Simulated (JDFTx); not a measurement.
Al2Pt(111) slab cut from bulk Al2Pt (space group Fm-3m, indices of the conventional cell, lattice of the Materials Project entry mp-1502, not re-optimised): 9 atoms in 9 planes, a 1x1 cell of 15.06 Å² (|a| = 4.171, |b| = 4.171 Å), 8.2 Å between the outermost planes, Al outermost, slab composition Al6Pt3, cell height 24.5 Å, 6×6×1 k mesh, Fermi smearing 0.01 Ha, no spin polarisation. Whether this polymorph is the ambient one wasn't checked.

Method: PBE, GBRV ultrasoft potentials, plane waves to 20/100 Ha, in a modified build of JDFTx. Liquid: CANDLE, water, 1 M NaCl. Between zero charge and 0.23 V from it the run gives σ = 4.0 μC/cm², a mean capacitance of 17.3 μF/cm². The liquid has ε = 78.4, a 1:1 salt at 1 M with linear (Debye) response, and T = 298 K.

A calculation by hand: the Debye length, the diffuse-layer capacitance, and the inner capacitance that is left when the two stand in series.

Each ion has density c = 1 × 6.022×10⁻⁴ = 6.022e-04 Å⁻³. λ² = ε kT / (8π (e²/4πε₀) c) with kT = 0.02568 eV and e²/4πε₀ = 14.40 eV Å gives λ = 3.04 Å; the log prints 3.04 Å. C_diffuse = ε₀ε/λ = 228 μF/cm². Then 1/C_inner = 1/17.3 − 1/228, so C_inner = 18.8 μF/cm², which equals a vacuum gap of ε₀/C_inner = 0.47 Å. The diffuse layer takes 8 % of the potential drop; the rest lies between the electrode's charge and the onset of the dielectric, with the electrode's own (quantum) capacitance in it. The split is a model: in the calculation solvent and ions share one smooth cavity.
